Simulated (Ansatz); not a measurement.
Rb2LiInCl6:
```xyz
10
Lattice="0.0000 5.0458 5.0458 5.0458 0.0000 5.0458 5.0458 5.0458 0.0000" Properties=species:S:1:pos:R:3 pbc="T T T"
Rb     7.5687     7.5687     7.5687
Rb     2.5229     2.5229     2.5229
Li     5.0458     5.0458     5.0458
In     0.0000     0.0000     0.0000
Cl     2.5101     5.0458     5.0458
Cl     7.5814     5.0458     5.0458
Cl     5.0458     2.5101     5.0458
Cl     5.0458     7.5814     5.0458
Cl     5.0458     5.0458     2.5101
Cl     5.0458     5.0458     7.5814
```

Relaxed with PBEsol. Special points in fractions of this cell's reciprocal vectors: Γ (0.000, 0.000, 0.000); X (0.500, 0.000, 0.500); U (0.625, 0.250, 0.625); K (0.375, 0.375, 0.750); L (0.500, 0.500, 0.500); W (0.500, 0.250, 0.750).

Q: List the band energies nearest the valence-band maximum at these points for the program Ansatz at the PBEsol with spin–orbit coupling level (PAW).

A: In eV from the valence-band maximum; about four levels below and three above (degenerate sets whole), none deeper than 8.9 eV; points with the same levels are listed once.

```
k                    below                above
-  -----------------------  -------------------
Γ      0.00 0.00 0.00 0.00  2.87 2.87 5.53 5.53
X  -0.56 -0.56 -0.04 -0.04  4.28 4.28 7.14 7.14
U  -0.54 -0.54 -0.17 -0.17  4.17 4.17 7.10 7.10
L  -0.32 -0.32 -0.25 -0.25  3.69 3.69 6.35 6.35
W  -0.35 -0.35 -0.35 -0.35  4.21 4.21 7.37 7.37
```

Space group Fm-3m. The first step of the workflow began from a Materials Project structure, measured or hypothetical; the Crystallography Open Database copy checked does not list it. Whether it is the stable phase at ambient conditions was not checked. The cell was relaxed with PBEsol under the symmetry of its start; its stability against distortions is not shown here.

Potentials: the later of the program's two PAW sets.
